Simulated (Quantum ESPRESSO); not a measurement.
# BSi2ON3: finding a planted mistake in a log

Simulated, not a measurement. The program is pw.x of Quantum ESPRESSO 7.5 (plane-wave density functional theory). The cell is made up: 7 atoms on a wurtzite lattice with one site empty, with randomly drawn elements, strain and displacements, not relaxed. PseudoDojo standard norm-conserving files (v0.5 for PBE, v0.4.1 for LDA and PBEsol) set the functional; there is no spin polarisation, spin-orbit coupling or dispersion term, and the masses in the input are unused placeholders.

Intended input:

```
&control calculation='scf', pseudo_dir='./dojo.nc.sr.pbe.v0_5.standard.upf', outdir='./o', disk_io='medium', tprnfor=.true., tstress=.true. /
&system ibrav=0, nat=7, ntyp=4, nbnd=22, ecutwfc=84.00895049, nosym=.true., tot_charge=0,
 occupations='smearing', smearing='fd', degauss=0.0018374661
/
&electrons conv_thr=7.350e-09, electron_maxstep=60, /
ATOMIC_SPECIES
B 1.0 B.upf
N 1.0 N.upf
O 1.0 O.upf
Si 1.0 Si.upf
CELL_PARAMETERS angstrom
2.7653 0.0484 -0.0459
0.0839 4.8781 -0.0178
-0.0749 -0.0168 4.5233
ATOMIC_POSITIONS angstrom
B -0.0018 -0.0077 -0.0132
Si 1.4157 2.4779 -0.0231
Si 0.0666 3.2269 2.3085
O -0.0682 0.0408 1.6326
N 1.4397 2.3925 1.7201
N 1.327 0.7885 3.9737
N -0.0335 3.2452 3.9169
K_POINTS automatic
6 4 4 1 1 1
```

The log is shortened where brackets say so; the opening notice, blank lines, dates and the lines on written files are dropped, and the path of the files is cut. It prints rydbergs, bohrs and kilobars, and counts compression as positive stress. Where no state is partly filled, the Fermi energy that it prints is only some level between the filled and the empty states on the mesh, and need not lie in the true gap.

Log of the intended run:

```
     Program PWSCF v.7.5
     Parallel version (MPI & OpenMP), running on       1 processor cores
     Number of MPI processes:                 1
     Threads/MPI process:                     1
     [start-up lines left out]
     bravais-lattice index     =            0
     lattice parameter (alat)  =       5.2272  a.u.
     unit-cell volume          =     411.5189 (a.u.)^3
     number of atoms/cell      =            7
     number of atomic types    =            4
     number of electrons       =        32.00
     number of Kohn-Sham states=           22
     kinetic-energy cutoff     =      84.0090  Ry
     charge density cutoff     =     336.0358  Ry
     scf convergence threshold =      7.3E-09
     mixing beta               =       0.7000
     number of iterations used =            8  plain     mixing
     Exchange-correlation= PBE
                           (   1   4   3   4   0   0   0)
     [axes and pseudopotential details left out]
   Cartesian axes
     site n.     atom                  positions (alat units)
         1        B      tau(   1) = (  -0.0006507  -0.0027837  -0.0047721  )
         2        Si     tau(   2) = (   0.5118028   0.8958086  -0.0083511  )
         3        Si     tau(   3) = (   0.0240772   1.1665865   0.8345672  )
         4        O      tau(   4) = (  -0.0246556   0.0147500   0.5902163  )
         5        N      tau(   5) = (   0.5204793   0.8649348   0.6218493  )
         6        N      tau(   6) = (   0.4797361   0.2850579   1.4365691  )
         7        N      tau(   7) = (  -0.0121109   1.1732023   1.4160348  )
     number of k points=    48  Fermi-Dirac smearing, width (Ry)=  0.0018
                       cart. coord. in units 2pi/alat
        k(    1) = (   0.0834331   0.0697306   0.0780810), wk =   0.0416667
        k(    2) = (   0.0859625   0.0702451   0.2310056), wk =   0.0416667
     [further k points left out]
     Dense  grid:    42833 G-vectors     FFT dimensions: (  32,  54,  50)
     Estimated max dynamical RAM per process >      49.26 MB
     Initial potential from superposition of free atoms
     starting charge      31.9985, renormalised to      32.0000
     Starting wfcs are   28 randomized atomic wfcs
     total cpu time spent up to now is        4.0 secs
     per-process dynamical memory:    38.9 Mb
     Self-consistent Calculation
     iteration #  1     ecut=    84.01 Ry     beta= 0.70
     Davidson diagonalization with overlap
     ethr =  1.00E-02,  avg # of iterations =  3.3
     total cpu time spent up to now is       14.4 secs
     total energy              =    -117.64241062 Ry
     estimated scf accuracy    <       1.64719076 Ry
     iteration #  2     ecut=    84.01 Ry     beta= 0.70
     Davidson diagonalization with overlap
     ethr =  5.15E-03,  avg # of iterations =  2.5
     total cpu time spent up to now is       23.4 secs
     total energy              =    -117.94416921 Ry
     estimated scf accuracy    <       1.67464758 Ry
     [iterations 3 to 10 left out]
     iteration # 11     ecut=    84.01 Ry     beta= 0.70
     Davidson diagonalization with overlap
     ethr =  3.15E-10,  avg # of iterations =  2.4
     total cpu time spent up to now is       93.1 secs
     total energy              =    -118.31928307 Ry
     estimated scf accuracy    <       0.00000001 Ry
     iteration # 12     ecut=    84.01 Ry     beta= 0.70
     Davidson diagonalization with overlap
     ethr =  3.52E-11,  avg # of iterations =  3.6
     total cpu time spent up to now is      100.8 secs
     End of self-consistent calculation
     [lines on levels left out]
     the Fermi energy is    10.7457 ev
!    total energy              =    -118.31928307 Ry
     estimated scf accuracy    <          5.2E-09 Ry
     smearing contrib. (-TS)   =      -0.00000000 Ry
     internal energy E=F+TS    =    -118.31928307 Ry
     The total energy is F=E-TS. E is the sum of the following terms:
     one-electron contribution =      -2.59096642 Ry
     hartree contribution      =      22.95060524 Ry
     xc contribution           =     -35.93355651 Ry
     ewald contribution        =    -102.74536538 Ry
     convergence has been achieved in  12 iterations
     Forces acting on atoms (cartesian axes, Ry/au):
     atom    1 type  1   force =    -0.01590363    0.15497652    0.08306218
     atom    2 type  4   force =     0.03645841   -0.22651549    0.08381719
     atom    3 type  4   force =    -0.02771169    0.14855484   -0.29787178
     atom    4 type  3   force =     0.02110117   -0.19645692   -0.07109454
     atom    5 type  2   force =     0.01184830    0.08539112   -0.02628849
     atom    6 type  2   force =    -0.00534485   -0.06249537    0.07258569
     atom    7 type  2   force =    -0.02044772    0.09654529    0.15578975
     Total force =     0.545737     Total SCF correction =     0.000096
     Computing stress (Cartesian axis) and pressure
          total   stress  (Ry/bohr**3)                   (kbar)     P=       71.84
   0.00118301  -0.00038015   0.00031181          174.03      -55.92       45.87
  -0.00038015  -0.00152471   0.00037658          -55.92     -224.29       55.40
   0.00031181   0.00037658   0.00180677           45.87       55.40      265.78
     init_run     :      3.79s CPU      3.87s WALL (       1 calls)
     electrons    :     90.21s CPU     96.85s WALL (       1 calls)
     forces       :      1.23s CPU      1.25s WALL (       1 calls)
     stress       :      4.85s CPU      4.89s WALL (       1 calls)
     [timing details left out]
     PWSCF        :   1m40.21s CPU   1m47.08s WALL
     JOB DONE.
```

A second run was made from an input with one planted mistake. Its log:

```
     Program PWSCF v.7.5
     Parallel version (MPI & OpenMP), running on       1 processor cores
     Number of MPI processes:                 1
     Threads/MPI process:                     1
     [start-up lines left out]
     bravais-lattice index     =            0
     lattice parameter (alat)  =       5.2272  a.u.
     unit-cell volume          =     411.5189 (a.u.)^3
     number of atoms/cell      =            7
     number of atomic types    =            4
     number of electrons       =        32.00
     number of Kohn-Sham states=           22
     kinetic-energy cutoff     =      84.0090  Ry
     charge density cutoff     =     336.0358  Ry
     scf convergence threshold =      7.3E-09
     mixing beta               =       0.7000
     number of iterations used =            8  plain     mixing
     Exchange-correlation= PBE
                           (   1   4   3   4   0   0   0)
     [axes and pseudopotential details left out]
   Cartesian axes
     site n.     atom                  positions (alat units)
         1        B      tau(   1) = (  -0.0006507  -0.0027837  -0.0047721  )
         2        Si     tau(   2) = (   0.5118028   0.8958086  -0.0083511  )
         3        O      tau(   3) = (   0.0240772   1.1665865   0.8345672  )
         4        Si     tau(   4) = (  -0.0246556   0.0147500   0.5902163  )
         5        N      tau(   5) = (   0.5204793   0.8649348   0.6218493  )
         6        N      tau(   6) = (   0.4797361   0.2850579   1.4365691  )
         7        N      tau(   7) = (  -0.0121109   1.1732023   1.4160348  )
     number of k points=    48  Fermi-Dirac smearing, width (Ry)=  0.0018
                       cart. coord. in units 2pi/alat
        k(    1) = (   0.0834331   0.0697306   0.0780810), wk =   0.0416667
        k(    2) = (   0.0859625   0.0702451   0.2310056), wk =   0.0416667
     [further k points left out]
     Dense  grid:    42833 G-vectors     FFT dimensions: (  32,  54,  50)
     Estimated max dynamical RAM per process >      49.26 MB
     Initial potential from superposition of free atoms
     starting charge      31.9985, renormalised to      32.0000
     Starting wfcs are   28 randomized atomic wfcs
     total cpu time spent up to now is        3.8 secs
     per-process dynamical memory:    38.9 Mb
     Self-consistent Calculation
     iteration #  1     ecut=    84.01 Ry     beta= 0.70
     Davidson diagonalization with overlap
     ethr =  1.00E-02,  avg # of iterations =  3.0
     total cpu time spent up to now is       11.0 secs
     total energy              =    -117.14870659 Ry
     estimated scf accuracy    <       0.87823689 Ry
     iteration #  2     ecut=    84.01 Ry     beta= 0.70
     Davidson diagonalization with overlap
     ethr =  2.74E-03,  avg # of iterations =  3.6
     total cpu time spent up to now is       21.0 secs
     total energy              =    -117.00836660 Ry
     estimated scf accuracy    <       2.03711610 Ry
     [iterations 3 to 11 left out]
     iteration # 12     ecut=    84.01 Ry     beta= 0.70
     Davidson diagonalization with overlap
     ethr =  3.47E-10,  avg # of iterations =  2.8
     total cpu time spent up to now is       96.5 secs
     total energy              =    -117.49243460 Ry
     estimated scf accuracy    <       0.00000002 Ry
     iteration # 13     ecut=    84.01 Ry     beta= 0.70
     Davidson diagonalization with overlap
     ethr =  5.32E-11,  avg # of iterations =  2.5
     total cpu time spent up to now is      103.2 secs
     End of self-consistent calculation
     [lines on levels left out]
     the Fermi energy is    11.1619 ev
!    total energy              =    -117.49243460 Ry
     estimated scf accuracy    <          8.2E-10 Ry
     smearing contrib. (-TS)   =      -0.00025294 Ry
     internal energy E=F+TS    =    -117.49218166 Ry
     The total energy is F=E-TS. E is the sum of the following terms:
     one-electron contribution =      -9.10409344 Ry
     hartree contribution      =      26.31490310 Ry
     xc contribution           =     -35.45772119 Ry
     ewald contribution        =     -99.24527012 Ry
     convergence has been achieved in  13 iterations
     Forces acting on atoms (cartesian axes, Ry/au):
     atom    1 type  1   force =     0.01004380    0.00740501   -0.42300736
     atom    2 type  4   force =     0.03445400   -0.09851489    0.02494627
     atom    3 type  3   force =     0.01156515    0.08198797   -0.08290938
     atom    4 type  4   force =    -0.00974970    0.05865422    0.40007726
     atom    5 type  2   force =    -0.00197425   -0.11623130   -0.06967392
     atom    6 type  2   force =    -0.01017335   -0.06994143    0.03030668
     atom    7 type  2   force =    -0.03416564    0.13664041    0.12026046
     Total force =     0.653081     Total SCF correction =     0.000042
     Computing stress (Cartesian axis) and pressure
          total   stress  (Ry/bohr**3)                   (kbar)     P=      345.65
   0.00096948  -0.00029693   0.00002250          142.61      -43.68        3.31
  -0.00029693   0.00033290   0.00012787          -43.68       48.97       18.81
   0.00002250   0.00012787   0.00574666            3.31       18.81      845.36
     init_run     :      3.57s CPU      3.67s WALL (       1 calls)
     electrons    :     91.61s CPU     99.40s WALL (       1 calls)
     forces       :      1.65s CPU      1.68s WALL (       1 calls)
     stress       :      6.49s CPU      6.54s WALL (       1 calls)
     [timing details left out]
     PWSCF        :   1m43.46s CPU   1m51.54s WALL
     JOB DONE.
```

Question: what was wrong in the second input?

Answer: two atoms have their elements exchanged. The input lines that differ, file-writing options aside:

```
- Si 0.0666 3.2269 2.3085
+ O 0.0666 3.2269 2.3085
- O -0.0682 0.0408 1.6326
+ Si -0.0682 0.0408 1.6326
```

|  | intended run | run with the mistake |
| --- | --- | --- |
| free energy (eV) | -1609.816 | -1598.566 |
| smearing term -TS (eV) | 0.0000 | -0.0034 |
| pressure (GPa) | 7.18 | 34.56 |
| largest force component (eV/Å) | 7.659 | 10.876 |
| largest change of a force component (eV/Å) |  | 13.012 |
| iterations | 12 | 13 |

For scale, a rerun of the intended cell at 1437 eV and a 8 x 6 x 6 mesh moved values by no more than 0.002 eV in energy, 0.03 GPa in stress and 0.004 eV/Å in force.